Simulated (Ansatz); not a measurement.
A geometry of TiFe away from equilibrium: the start of the relaxation of a relaxed TiFe cell, doubled along one cell vector, shaken by Gaussian noise of σ = 0.08 Å a coordinate. These are PBEsol (plane waves to 420 eV, PAW, scalar-relativistic; Ansatz, a program for electronic structure) values and carry that method's errors. Γ-centred k-mesh 6×11×11 on the run's cell (coarser than for final values), Fermi–Dirac smearing 0.05 eV.

```xyz
4
Lattice="5.8326 0.0000 0.0000 0.0000 2.9163 0.0000 0.0000 0.0000 2.9163" Properties=species:S:1:pos:R:3 pbc="T T T"
Fe     0.0553     0.0484    -0.0023
Fe     2.9696     0.1152     0.1074
Ti     1.5704     1.3677     1.4242
Ti     4.4651     1.3739     1.4934
```

Question: Which atoms carry the largest force, and which way does it point?

Answer: 1.59 eV/Å, on Fe2 (atoms numbered as listed); on Fe2 its components are (0.37, -1.30, -0.83).

Question: What is the pressure?

Answer: +2.6 GPa, compression positive.

No spin polarisation in the result. A magnetic state may lie lower.
